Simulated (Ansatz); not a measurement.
An Ansatz (a first-principles code) run. Input:

Ansatz 0.2 input:
```yaml
crystal:
  lattice:
    - [0.0, 3.0050690241, 3.0050690241]
    - [3.0050690241, 0.0, 3.0050690241]
    - [3.0050690241, 3.0050690241, 0.0]
  atoms:
    - { symbol: Au, position: [0.0, 0.0, 0.0] }
    - { symbol: Al, position: [0.25, 0.25, 0.25] }
    - { symbol: Al, position: [0.75, 0.75, 0.75] }
kpoints:
  mp_grid: { grid: [9, 9, 9] }
  band_path:
    path:
      - [[0.0, 0.0, 0.0], [0.5, 0.0, 0.5], [0.625, 0.25, 0.625]]  # Γ-X-U
      - [[0.375, 0.375, 0.75], [0.0, 0.0, 0.0], [0.5, 0.5, 0.5], [0.5, 0.25, 0.75], [0.5, 0.0, 0.5]]  # K-Γ-L-W-X
    npoints: 12
hamiltonian:
  xc: r2scan
  pseudopotentials: { kind: paw }
magnetization: { noncollinear: true, spin_orbit: true }
scf:
  n_extra_bands: 13
  convergence: { dr2_threshold: 0.0000000001 }
  occupations: { method: gaussian, width: 0.05 }
output: { eigenvalues: true }
```

Output (shortened):

```
Pseudopotentials: kind: paw_fr
Pseudopotential: Au, paw_fr, valence charge 19
Pseudopotential: Al, paw_fr, valence charge 3
Functional definition: r2SCAN
non-collinear run that drives no moment, with spin-orbit …
Crystal: 3 atoms, lattice volume = 54.274 Å³
Basis set: ecut = 500 eV, 1411 PW (Γ), exchange–correlation on 128×128×128 points (64 copies of the dense FFT grid, shifted against one another)
Bands: 38, of which v1, the nominal top of the filled ones, is band 25 counted from 1 (24 counted from 0)
Symmetry: 48 space group operations + 48 with time reversal
k-points: 35 of 729
Projection manifold: j_resolved (fully-relativistic pseudo-atomic orbitals)
PAW frozen core: Au, regenerated for the run's functional
PAW frozen core: Al, regenerated for the run's functional
Initial density: superposition of atomic densities (chi_scale 0.1, normalization cell, long waves kept (reshape's long-wave potential 0.00 eV rms))
Initial wavefunctions: pseudopotential atomic-orbital guess
Eigensolver: davidson
Functional: x = r2scan, c = r2scan; τ floored in thin density (d = 2e-4 eV/Å³)
SCF iter   1: F=—  HF=-14222.363705 eV  |F-HF|=—  |Δ(HF+E_count)|=         —  Δρ=1.11e-1  dr2=8.97e0  dr2_τ=7.96e-2  dr2_m=0.00e0 (ungated)  ethr=3.10e-3  |M|=0.00e0 ∫|m|=0.00e0 μB  |m|>n=0.0e0 m-floor=0.0e0 τ_xc=0.0e0  β_m=0.30  ⟨swp⟩=6.7  Hψ=3583  notcnv=0  defer=24
all-band conjugate gradients solve this SCF's bands
preconditioner: auto → Kerker (q_TF=auto, 2.398 Å⁻¹)
spin=Noncollinear: Kerker preconditioning applied to the charge; magnetization (m_x, m_y, m_z) channels mix plain (no charge-response kernel on spin).
SCF iter   2: F=—  HF=-14220.964253 eV  |F-HF|=—  |Δ(HF+E_count)|=    1.40e0  Δρ=5.82e-2  dr2=2.22e0  dr2_τ=3.26e-2  dr2_m=0.00e0 (ungated)  ethr=3.10e-3  |M|=0.00e0 ∫|m|=0.00e0 μB  |m|>n=0.0e0 m-floor=0.0e0 τ_xc=0.0e0  β_m=0.44  ⟨swp⟩=2.5  Hψ=1292  notcnv=0  defer=268
SCF iter   3: F=—  HF=-14220.616920 eV  |F-HF|=—  |Δ(HF+E_count)|=   3.47e-1  Δρ=1.72e-2  dr2=9.16e-2  dr2_τ=1.02e-3  dr2_m=0.00e0 (ungated)  ethr=3.10e-3  |M|=0.00e0 ∫|m|=0.00e0 μB  |m|>n=0.0e0 m-floor=0.0e0 τ_xc=0.0e0  β_m=0.72  ⟨swp⟩=2.3  Hψ=1017  notcnv=0  defer=270
SCF iter   4: F=—  HF=-14220.650518 eV  |F-HF|=—  |Δ(HF+E_count)|=   3.36e-2  Δρ=4.59e-3  dr2=2.07e-2  dr2_τ=2.79e-4  dr2_m=0.00e0 (ungated)  ethr=3.67e-4  |M|=0.00e0 ∫|m|=0.00e0 μB  |m|>n=0.0e0 m-floor=0.0e0 τ_xc=0.0e0  β_m=0.82  ⟨swp⟩=2.1  Hψ=1327  notcnv=0  defer=268
SCF iter   5: F=—  HF=-14220.645753 eV  |F-HF|=—  |Δ(HF+E_count)|=   4.76e-3  Δρ=1.37e-3  dr2=2.07e-3  dr2_τ=3.32e-6  dr2_m=0.00e0 (ungated)  ethr=8.27e-5  |M|=0.00e0 ∫|m|=0.00e0 μB  |m|>n=0.0e0 m-floor=0.0e0 τ_xc=0.0e0  β_m=0.91  ⟨swp⟩=2.3  Hψ=810  notcnv=0  defer=268
SCF iter   6: F=—  HF=-14220.645541 eV  |F-HF|=—  |Δ(HF+E_count)|=   2.13e-4  Δρ=3.56e-4  dr2=8.15e-5  dr2_τ=1.62e-6  dr2_m=0.00e0 (ungated)  ethr=8.29e-6  |M|=0.00e0 ∫|m|=0.00e0 μB  |m|>n=0.0e0 m-floor=0.0e0 τ_xc=0.0e0  β_m=0.96  ⟨swp⟩=2.0  Hψ=809  notcnv=0  defer=268
SCF iter   7: F=—  HF=-14220.645541 eV  |F-HF|=—  |Δ(HF+E_count)|=   4.77e-7  Δρ=1.11e-4  dr2=1.40e-5  dr2_τ=1.17e-7  dr2_m=0.00e0 (ungated)  ethr=3.26e-7  |M|=0.00e0 ∫|m|=0.00e0 μB  |m|>n=0.0e0 m-floor=0.0e0 τ_xc=0.0e0  β_m=0.98  ⟨swp⟩=2.6  Hψ=988  notcnv=0  defer=268
SCF iter   8: F=—  HF=-14220.645535 eV  |F-HF|=—  |Δ(HF+E_count)|=   6.40e-6  Δρ=2.20e-5  dr2=3.83e-7  dr2_τ=9.21e-9  dr2_m=0.00e0 (ungated)  ethr=5.59e-8  |M|=0.00e0 ∫|m|=0.00e0 μB  |m|>n=0.0e0 m-floor=0.0e0 τ_xc=0.0e0  β_m=0.99  ⟨swp⟩=2.3  Hψ=755  notcnv=0  defer=268
SCF iter  10: F=-14220.645535 eV  HF=-14220.645535 eV  |F-HF|=5.46e-11  |Δ(HF+E_count)|=  5.68e-10  Δρ=4.98e-7  dr2=9.77e-11  dr2_τ=2.00e-12  dr2_m=0.00e0 (ungated)  ethr=1.00e-12  |M|=0.00e0 ∫|m|=0.00e0 μB  |m|>n=0.0e0 m-floor=0.0e0 τ_xc=0.0e0  ⟨swp⟩=8.7  Hψ=3335  notcnv=0
SCF 1 converged in 10 iterations: F = -14220.645535 eV  dr2 = 9.77e-11
NSCF: frozen V_eff on 74 k-points
SCF converged after 10 iterations
Magnetization: |M| = 0.0000 μB,  M = (+0.0000, +0.0000, +0.0000) μB
Absolute magnetization: 0.0000 μB (∫|m|)
  site 0: m = (+0.0000, +0.0000, +0.0000) μB, |m| = 0.0000 μB  (R = 1.07 Å)
  site 1: m = (+0.0000, +0.0000, +0.0000) μB, |m| = 0.0000 μB  (R = 1.07 Å)
  site 2: m = (+0.0000, +0.0000, +0.0000) μB, |m| = 0.0000 μB  (R = 1.07 Å)
Free energy (F): -14220.645535 eV
Harris-Foulkes:  -14220.645535 eV  (|F-HF|=5.46e-11)
Internal energy: -14220.643121 eV  (E = F + TS)
E sigma→0 (E₀):  -14220.644328 eV
Entropy (-TS):   -0.002414 eV (-0.805 meV/atom)
Fermi energy:    11.146501 eV
--- Per-component energies (eV) ---
  E_band       = -402.970538
  E_kinetic    = 650.393298
  E_local      = -2968.453407  (includes V_loc(G=0)·N_el)
  E_nonlocal   = 74.413494
  E_hartree    = 1280.377171
  E_xc         = -294.331025
  E_vxc        = -374.407715  (∫ρ·V_xc dr)
  E_paw        = -10638.570680  (= ΣΔE_a)
  E_vpaw       = -370.178991  (= ΣTr[D̂ρ^β])
  E_aug_tail   = 0.000701  (compensation charges beyond the density's cutoff)
  E_vtau       = 24.507706  (kinetic-family band-sum trace: ∫τ·v_τ [+ j·A + Jᵃ·Aᵃ] dr)
  E_ewald      = -2324.158793
  E_core_change = -0.313879  (= ΣΔE_core)
  E_smearing   = -0.002414  (= −TS)
  E_closure    = 0.000000  (closes the sum)
  Σ components = -14220.645535   (vs F -14220.645535, Δ=0.00e0)
  [band-id]    e_kinetic+e_local+e_nonlocal+2·e_hartree+e_vxc+e_vpaw+e_augmentation_tail+e_vtau = -402.970573   (vs E_band -402.970538, Δ=-3.54e-5)
--- Band table (eV; the first three rows and the last of 35) ---
  k-point 0: bands = ["-98.1243", "-98.1243", "-61.0941", "-61.0941", "-44.7182", "-44.7182", "-44.7182", "-44.7182", "0.0676", "0.0676", "3.6624", "3.6624", "3.6624", "3.6624", "4.6886", "4.6886", "5.4815", "5.4815", "5.4815", "5.4815", "13.0965", "13.0965", "13.9822", "13.9822", "14.5786", "14.5786", "14.5786", "14.5786", "15.1918", "15.1918", "15.1918", "15.1918", "15.5568", "15.5568", "17.2986", "17.2986", "17.4322", "17.4322"]
  k-point 1: bands = ["-98.1243", "-98.1243", "-61.0941", "-61.0941", "-44.7184", "-44.7184", "-44.7183", "-44.7183", "0.2372", "0.2372", "3.6611", "3.6611", "3.6808", "3.6808", "4.7034", "4.7034", "5.4454", "5.4454", "5.5033", "5.5033", "11.8456", "11.8456", "13.2677", "13.2677", "13.8422", "13.8422", "14.1383", "14.1383", "15.8840", "15.8840", "15.9383", "15.9383", "16.7036", "16.7036", "16.9647", "16.9647", "16.9984", "16.9984"]
  k-point 2: bands = ["-98.1243", "-98.1243", "-61.0942", "-61.0942", "-44.7189", "-44.7189", "-44.7184", "-44.7184", "0.7271", "0.7271", "3.6543", "3.6543", "3.7208", "3.7208", "4.7687", "4.7687", "5.3582", "5.3582", "5.5764", "5.5764", "9.5477", "9.5477", "12.3683", "12.3683", "12.9605", "12.9605", "14.3566", "14.3566", "15.8128", "15.8128", "16.0250", "16.0250", "16.3489", "16.3489", "17.3761", "17.3761", "17.6411", "17.6411"]
  k-point 34: bands = ["-98.1243", "-98.1243", "-61.0943", "-61.0943", "-44.7197", "-44.7197", "-44.7192", "-44.7192", "3.3647", "3.3647", "3.5617", "3.5617", "4.2066", "4.2066", "4.8004", "4.8004", "5.3278", "5.3278", "5.6687", "5.6687", "6.8238", "6.8238", "7.3550", "7.3550", "9.0591", "9.0591", "15.1692", "15.1692", "15.7133", "15.7133", "16.3072", "16.3072", "17.7436", "17.7436", "20.6779", "20.6779", "22.0541", "22.0541"]
  band table: 38 of 38 bands, residual norms ≤ 1.0e-3 eV
```

Cost: roughly 40 core-seconds on shared cores.

Space group Fm-3m (fluorite or antifluorite type). Symmetry was held in the r²SCAN relaxation; of distortions, only those at the zone centre were tested.

Potentials: the later of the program's two PAW sets.

Ansatz is a plane-wave DFT program.
